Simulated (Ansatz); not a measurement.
## Notes on BeSb

```yaml
crystal:
  lattice:
    - [1.99067, 3.44794, 0.00000]
    - [-1.99067, 3.44794, 0.00000]
    - [0.00000, 0.00000, 5.59123]
  atoms:
    - { symbol: Sb, position: [0.33330, 0.33340, 0.25000] }
    - { symbol: Sb, position: [0.66660, 0.66670, 0.75000] }
    - { symbol: Be, position: [0.00000, 0.00000, 0.00000] }
    - { symbol: Be, position: [0.00000, 0.00000, 0.50000] }
```

The numbers come from plane-wave PAW DFT (Ansatz): r2SCAN, no spin polarisation, 500 eV, 10×10×6 Γ-centred k points, fermi-dirac occupations (width 0.1 eV). Nothing was relaxed.

Task: Is there a gap?

Result: It is a metal, with about 1.6 states/eV a cell as the mean within 0.25 eV of the Fermi level, mostly Sb p (76 %).

Task: What does the stress say?

Result: The pressure is -3.3 GPa (compression positive), so with the atoms held at these fractions the cell would first shrink. The principal stresses -7.8, -1.0, -1.0 GPa differ, so its shape would change too.

Task: How is the charge shared?

Result: Bader charges in e: Be +1.21, Sb -1.21. In the mean Be gives up most and Sb takes most.

Task: Are the atoms at rest?

Result: The forces vanish by the symmetry of the sites.

Origin: a known structure type with other elements, at an estimated volume, so it need not be a known compound.
